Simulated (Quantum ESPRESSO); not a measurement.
SnRu2Sc3PdAg, different elements on one site, starting from this cell

A calculation, not a measurement. The program is pw.x of Quantum ESPRESSO 7.5 (plane-wave density functional theory). The cell is made up: eight metal atoms on a face-centred cubic lattice, with elements, volume, strain and displacements drawn at random and not relaxed, so it may be unstable or far from any real phase. PseudoDojo standard norm-conserving files set the functional (PBE unless stated); there is no spin polarisation or spin-orbit coupling, the Fermi-Dirac width of 0.25 eV means electrons at about 2900 K, and the masses in the input are unused placeholders. The tin pseudopotential is less sure than most, with forces differing by about three percent from a second method on plain tin. Heavy elements are run without spin-orbit coupling, which real alloys of them have. A spin test at this wide smearing found no moment, but such smearing suppresses magnetism that the real alloy may have.

The runs put different elements on site 2. Cell, positions, cutoff, mesh and smearing stay as in the input of run 1; sites are counted in its order. Stress in the tables is positive in tension.

Input of run 1:

```
&control calculation='scf', pseudo_dir='./dojo.nc.sr.pbe.v0_5.standard.upf', outdir='./o', disk_io='minimal', tprnfor=.true., tstress=.true. /
&system ibrav=0, nat=8, ntyp=5, nbnd=74, ecutwfc=84.00895049, nosym=.true., tot_charge=0,
 occupations='smearing', smearing='fd', degauss=0.0183746611
/
&electrons conv_thr=1.470e-08, electron_maxstep=70, mixing_beta=0.5 /
ATOMIC_SPECIES
Ag 1.0 Ag.upf
Pd 1.0 Pd.upf
Ru 1.0 Ru.upf
Sc 1.0 Sc.upf
Sn 1.0 Sn.upf
CELL_PARAMETERS angstrom
-2.1629 -4.5108 -2.2492
-4.3373 2.2951 2.1813
-0.0547 4.4596 -4.3412
ATOMIC_POSITIONS angstrom
Sn -0.0039 0.0354 0.059
Ru -0.0082 2.2185 -2.1549
Sc -2.1476 2.2729 0.057
Ru -2.1914 4.5125 -2.2207
Pd -2.216 0.0939 -2.1873
Ag -2.1799 2.2756 -4.3285
Sc -4.388 0.0895 -0.0122
Sc -4.469 2.1527 -2.1719
K_POINTS automatic
5 5 4 1 1 1
```

| run | elements on sites 1 to 8 | -TS (eV) | pressure (GPa) | stress xx (GPa) | stress yy (GPa) | stress zz (GPa) | stress yz (GPa) | stress xz (GPa) | stress xy (GPa) | iterations |
| --- | --- | --- | --- | --- | --- | --- | --- | --- | --- | --- |
| 1 | Sn Ru Sc Ru Pd Ag Sc Sc | -1.852 | -12.79 | 13.57 | 12.80 | 12.00 | 0.02 | -0.47 | -1.54 | 19 |
| 2 | Sn Sc Sc Ru Pd Ag Sc Sc | -1.833 | -6.36 | 7.35 | 6.38 | 5.34 | 0.12 | -1.57 | -1.74 | 18 |
| 3 | Sn Au Sc Ru Pd Ag Sc Sc | -1.493 | -9.89 | 11.16 | 9.34 | 9.17 | 1.08 | -0.63 | -1.45 | 18 |
| 4 | Sn Mo Sc Ru Pd Ag Sc Sc | -1.905 | -11.52 | 12.41 | 11.68 | 10.48 | -0.26 | -1.13 | -2.05 | 18 |

Forces Fx Fy Fz (eV/Å):

```
site              run 1              run 2              run 3              run 4
   1  -0.44 -0.42 -0.01  -0.33 -0.30 -0.17  -0.53 -0.63 -0.01  -0.39 -0.27 -0.07
   2     0.37 0.01 0.01   -0.92 0.00 -0.93     0.19 0.07 0.05   -0.11 0.01 -0.58
   3    0.73 0.54 -0.54     0.43 0.04 0.13    0.58 0.31 -0.46    0.64 0.43 -0.29
   4    -0.21 0.17 0.12    -0.40 0.12 0.45   -0.31 0.33 -0.18   -0.26 -0.05 0.56
   5   -0.12 -0.16 0.14   0.00 -0.21 -0.01   -0.16 -0.20 0.24   -0.01 -0.12 0.05
   6    -0.20 0.05 0.43    -0.37 0.02 0.28    -0.33 0.07 0.34    -0.22 0.03 0.41
   7   -0.17 -0.18 0.20    0.64 -0.01 1.00    0.20 -0.18 0.50    0.00 -0.10 0.34
   8    0.04 0.00 -0.34    0.95 0.34 -0.75    0.36 0.24 -0.48    0.35 0.07 -0.42
```

Energies are left out, as each element's file has its own zero. A rerun of one cell of this series at a higher cutoff and on a denser mesh moved values by no more than 0.003 eV in energy, 0.02 GPa in stress and 0.003 eV/Å in force, and a second program with other atomic files agreed on that cell to 2 % rms in force and 0.5 GPa in pressure.